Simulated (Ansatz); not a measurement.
**HfSi₃Br₄: from a guess to a relaxed structure**

Method: Ansatz, DFT PBE, scalar-relativistic, plane waves, PAW. Cutoff 420 eV, Gaussian smearing, Γ-centred meshes. Cell and atoms relax first on a coarse mesh and then on a finer one. In between, the cell is made exact in the group found at 0.06 Å. In metals the finer mesh still leaves noise of several meV/atom or more. The steps can't lower the symmetry of their start. No spin polarisation.

The cell of HfSi₃Br₄ is invented: random cell by space group and Wyckoff sites (Pm-3m, No. 221). Its size is a rough estimate.

```
CELL_PARAMETERS angstrom
6.27857 0.00000 0.00000
0.00000 6.27857 0.00000
0.00000 0.00000 6.27857
ATOMIC_POSITIONS crystal
Hf 0.00000 0.00000 0.00000
Si 0.00000 0.50000 0.50000
Si 0.50000 0.00000 0.50000
Si 0.50000 0.50000 0.00000
Br 0.50000 0.00000 0.00000
Br 0.00000 0.50000 0.00000
Br 0.00000 0.00000 0.50000
Br 0.50000 0.50000 0.50000
```

Energies over the elements count from the elements' standard structures at the same level, with no fitted energy shifts. The references include crystalline Br.

**Question.** Describe the relaxed structure.

**Answer.** The symmetry stays Pm-3m (No. 221). The volume per atom shrinks by 20.1 %, from 30.9 to 24.7 Å³. The shortest distance goes from 3.14 Å (Hf–Br and Si–Br) to 2.91 Å (Hf–Br and Si–Br). Conventional cell: a = 5.825 Å. Around Hf lie 6 Br at 2.91 Å; Si is surrounded by 6 Br at 2.91 Å; Br on a site of symmetry 4/mmm has 2 Hf at 2.91 Å and 4 Si at 2.91 Å; around Br on a site of symmetry m-3m lie 6 Si at 2.91 Å.

```
CELL_PARAMETERS angstrom
5.82523 0.00000 0.00000
0.00000 5.82523 0.00000
0.00000 0.00000 5.82523
ATOMIC_POSITIONS crystal
Hf 0.00000 0.00000 0.00000
Si 0.00000 0.50000 0.50000
Si 0.50000 0.00000 0.50000
Si 0.50000 0.50000 0.00000
Br 0.50000 0.00000 0.00000
Br 0.00000 0.50000 0.00000
Br 0.00000 0.00000 0.50000
Br 0.50000 0.50000 0.50000
```

**Question.** Give its energy and gap.

**Answer.**

* Energy over the elements: +0.77 eV/atom
* Gap on the 8×8×8 mesh of the 8-atom cell: 0 eV (a metal)

It can't be a ground state, since the elements alone are lower.

The last run used Gaussian smearing of 0.10 eV. Spin–orbit coupling, which can matter for Hf, is left out. The cell is a metal run without spin; a magnetic state may lie lower. The reference form of Br is held partly by dispersion forces, which this level lacks. A structure relaxed within its symmetry needn't be a true minimum. In all, the 3 runs took 110 s on 1 thread of Arm Neoverse V1, on a shared host.
